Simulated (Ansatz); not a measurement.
All numbers below come from DFT, r2SCAN, plane waves (500 eV) with PAW, scalar-relativistic (Ansatz 0.2.0). The PAW files were generated under PBE, with cores re-solved for the functional.

An element in the diamond structure gives this curve. The cell is scaled uniformly from the relaxed one, with fractional coordinates and shape fixed. Energies are extrapolated to zero smearing, pressures are those at the given smearing. Magnetic state: spin not included.

```
V (Å³/atom)  E − E₀ (meV/atom)  P (GPa)
     21.209               59.9     7.73
     22.173               23.7     4.51
     23.137                4.9     1.95
     24.101                0.0    -0.07
     25.065                5.9    -1.65
     26.029               20.1    -2.88
     26.993               40.8    -3.83
```

**Question.** Which element is it?
A. chromium
B. germanium
C. gallium
D. zinc

**Answer.** C. Its fit is V₀ = 24.02 Å³/atom, B₀ = 45 GPa, B₀′ = 5.2.
